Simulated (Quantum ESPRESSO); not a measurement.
# Si3Ge4C: input and log of a self-consistent run

Computed values, not a measurement. The program is pw.x of Quantum ESPRESSO 7.5 (plane-wave density functional theory). The cell is made up: 8 atoms on a zincblende/diamond lattice, with randomly drawn elements, strain and displacements, not relaxed. PseudoDojo standard norm-conserving files (v0.5 for PBE, v0.4.1 for LDA and PBEsol) set the functional; there is no spin polarisation, spin-orbit coupling or dispersion term, and the masses in the input are unused placeholders.

Input:

```
&control calculation='scf', pseudo_dir='./dojo.nc.sr.pbe.v0_5.standard.upf', outdir='./o', disk_io='medium', tprnfor=.true., tstress=.true. /
&system ibrav=0, nat=8, ntyp=3, nbnd=46, ecutwfc=82.02448710, nosym=.true., tot_charge=0,
 occupations='smearing', smearing='fd', degauss=0.0073498644
/
&electrons conv_thr=7.350e-09, electron_maxstep=60, /
ATOMIC_SPECIES
C 1.0 C.upf
Ge 1.0 Ge.upf
Si 1.0 Si.upf
CELL_PARAMETERS angstrom
5.3481 0.0502 -0.0242
0.0502 5.3795 0.0019
-0.0242 0.0019 5.3664
ATOMIC_POSITIONS angstrom
Si -0.09 -0.266 0.0651
Si 0.0917 2.6736 2.6314
Ge 2.6174 -0.0675 2.4662
Si 2.7977 2.7337 0.0094
Ge 1.4059 1.1704 1.2894
C 1.1867 4.0494 4.2393
Ge 3.8704 1.4236 4.1209
Ge 4.0084 4.0618 1.384
K_POINTS automatic
6 6 6 1 1 1
```

The log is shortened where brackets say so; the opening notice, blank lines, dates and the lines on written files are dropped, and the path of the files is cut. It prints rydbergs, bohrs and kilobars, and counts compression as positive stress.

```
     Program PWSCF v.7.5
     Parallel version (MPI & OpenMP), running on       1 processor cores
     Number of MPI processes:                 1
     Threads/MPI process:                     1
     [start-up lines left out]
     bravais-lattice index     =            0
     lattice parameter (alat)  =      10.1070  a.u.
     unit-cell volume          =    1041.7754 (a.u.)^3
     number of atoms/cell      =            8
     number of atomic types    =            3
     number of electrons       =        72.00
     number of Kohn-Sham states=           46
     kinetic-energy cutoff     =      82.0245  Ry
     charge density cutoff     =     328.0979  Ry
     scf convergence threshold =      7.3E-09
     mixing beta               =       0.7000
     number of iterations used =            8  plain     mixing
     Exchange-correlation= PBE
                           (   1   4   3   4   0   0   0)
     [axes and pseudopotential details left out]
   Cartesian axes
     site n.     atom                  positions (alat units)
         1        Si     tau(   1) = (  -0.0168275  -0.0497346   0.0121719  )
         2        Si     tau(   2) = (   0.0171453   0.4998887   0.4919985  )
         3        Ge     tau(   3) = (   0.4893809  -0.0126206   0.4611107  )
         4        Si     tau(   4) = (   0.5230920   0.5111257   0.0017575  )
         5        Ge     tau(   5) = (   0.2628641   0.2188322   0.2410819  )
         6        C      tau(   6) = (   0.2218798   0.7571250   0.7926310  )
         7        Ge     tau(   7) = (   0.7236570   0.2661735   0.7704935  )
         8        Ge     tau(   8) = (   0.7494591   0.7594434   0.2587694  )
     number of k points=   108  Fermi-Dirac smearing, width (Ry)=  0.0073
     Number of k-points >= 100: set verbosity='high' to print them.
     Dense  grid:   104587 G-vectors     FFT dimensions: (  60,  60,  60)
     Estimated max dynamical RAM per process >     142.13 MB
     Initial potential from superposition of free atoms
     starting charge      71.9948, renormalised to      72.0000
     Starting wfcs are   52 randomized atomic wfcs
     total cpu time spent up to now is       28.0 secs
     per-process dynamical memory:    90.9 Mb
     Self-consistent Calculation
     iteration #  1     ecut=    82.02 Ry     beta= 0.70
     Davidson diagonalization with overlap
     ethr =  1.00E-02,  avg # of iterations =  3.9
     Threshold (ethr) on eigenvalues was too large:
     Diagonalizing with lowered threshold
     Davidson diagonalization with overlap
     ethr =  6.15E-04,  avg # of iterations =  3.2
     total cpu time spent up to now is      167.3 secs
     total energy              =    -751.37175294 Ry
     estimated scf accuracy    <       0.44819157 Ry
     iteration #  2     ecut=    82.02 Ry     beta= 0.70
     Davidson diagonalization with overlap
     ethr =  6.22E-04,  avg # of iterations =  6.0
     total cpu time spent up to now is      239.9 secs
     total energy              =    -751.30076977 Ry
     estimated scf accuracy    <       1.46220695 Ry
     iteration #  3     ecut=    82.02 Ry     beta= 0.70
     Davidson diagonalization with overlap
     ethr =  6.22E-04,  avg # of iterations =  3.3
     total cpu time spent up to now is      314.1 secs
     total energy              =    -751.54479564 Ry
     estimated scf accuracy    <       0.02480448 Ry
     iteration #  4     ecut=    82.02 Ry     beta= 0.70
     Davidson diagonalization with overlap
     ethr =  3.45E-05,  avg # of iterations =  6.7
     total cpu time spent up to now is      383.3 secs
     total energy              =    -751.54933205 Ry
     estimated scf accuracy    <       0.00377044 Ry
     iteration #  5     ecut=    82.02 Ry     beta= 0.70
     Davidson diagonalization with overlap
     ethr =  5.24E-06,  avg # of iterations =  4.0
     total cpu time spent up to now is      446.5 secs
     total energy              =    -751.54998332 Ry
     estimated scf accuracy    <       0.00054364 Ry
     iteration #  6     ecut=    82.02 Ry     beta= 0.70
     Davidson diagonalization with overlap
     ethr =  7.55E-07,  avg # of iterations =  2.2
     total cpu time spent up to now is      504.2 secs
     total energy              =    -751.55009837 Ry
     estimated scf accuracy    <       0.00006572 Ry
     iteration #  7     ecut=    82.02 Ry     beta= 0.70
     Davidson diagonalization with overlap
     ethr =  9.13E-08,  avg # of iterations =  2.4
     total cpu time spent up to now is      563.6 secs
     total energy              =    -751.55011339 Ry
     estimated scf accuracy    <       0.00000350 Ry
     iteration #  8     ecut=    82.02 Ry     beta= 0.70
     Davidson diagonalization with overlap
     ethr =  4.86E-09,  avg # of iterations =  3.9
     total cpu time spent up to now is      630.1 secs
     total energy              =    -751.55011408 Ry
     estimated scf accuracy    <       0.00000091 Ry
     iteration #  9     ecut=    82.02 Ry     beta= 0.70
     Davidson diagonalization with overlap
     ethr =  1.26E-09,  avg # of iterations =  2.0
     total cpu time spent up to now is      687.8 secs
     total energy              =    -751.55011423 Ry
     estimated scf accuracy    <       0.00000010 Ry
     iteration # 10     ecut=    82.02 Ry     beta= 0.70
     Davidson diagonalization with overlap
     ethr =  1.38E-10,  avg # of iterations =  2.3
     total cpu time spent up to now is      742.3 secs
     End of self-consistent calculation
     Number of k-points >= 100: set verbosity='high' to print the bands.
     the Fermi energy is     8.5163 ev
!    total energy              =    -751.55011426 Ry
     estimated scf accuracy    <          6.0E-09 Ry
     smearing contrib. (-TS)   =      -0.00187397 Ry
     internal energy E=F+TS    =    -751.54824029 Ry
     The total energy is F=E-TS. E is the sum of the following terms:
     one-electron contribution =    -437.31077094 Ry
     hartree contribution      =     263.52818587 Ry
     xc contribution           =    -188.05023145 Ry
     ewald contribution        =    -389.71542377 Ry
     convergence has been achieved in  10 iterations
     Forces acting on atoms (cartesian axes, Ry/au):
     atom    1 type  3   force =     0.10648672    0.06266441   -0.13799327
     atom    2 type  3   force =     0.03021025    0.00468469    0.12011615
     atom    3 type  2   force =    -0.01483848   -0.01359991    0.28063377
     atom    4 type  3   force =    -0.18471996    0.07861898   -0.00035762
     atom    5 type  2   force =    -0.12063392    0.13313706   -0.10775050
     atom    6 type  1   force =     0.01744338   -0.04754040   -0.03296763
     atom    7 type  2   force =     0.10697211   -0.09974588   -0.11978285
     atom    8 type  2   force =     0.05907991   -0.11821895   -0.00189805
     Total force =     0.519503     Total SCF correction =     0.000378
     Computing stress (Cartesian axis) and pressure
          total   stress  (Ry/bohr**3)                   (kbar)     P=       74.77
   0.00053709  -0.00047319  -0.00012997           79.01      -69.61      -19.12
  -0.00047319   0.00054012  -0.00003718          -69.61       79.45       -5.47
  -0.00012997  -0.00003718   0.00044766          -19.12       -5.47       65.85
     init_run     :     22.84s CPU     27.97s WALL (       1 calls)
     electrons    :    619.27s CPU    714.25s WALL (       1 calls)
     forces       :      9.89s CPU      9.99s WALL (       1 calls)
     stress       :     35.31s CPU     35.44s WALL (       1 calls)
     [timing details left out]
     PWSCF        :  11m27.57s CPU  13m 8.19s WALL
     JOB DONE.
```

In other units: free energy -10225.360 eV for the cell, pressure 7.48 GPa, largest force component 7.215 eV/Å. A rerun of a related cell, with the same atoms placed differently, at 1347 eV and a 8 x 8 x 8 mesh moved values by no more than 0.003 eV in energy, 0.02 GPa in stress and 0.014 eV/Å in force.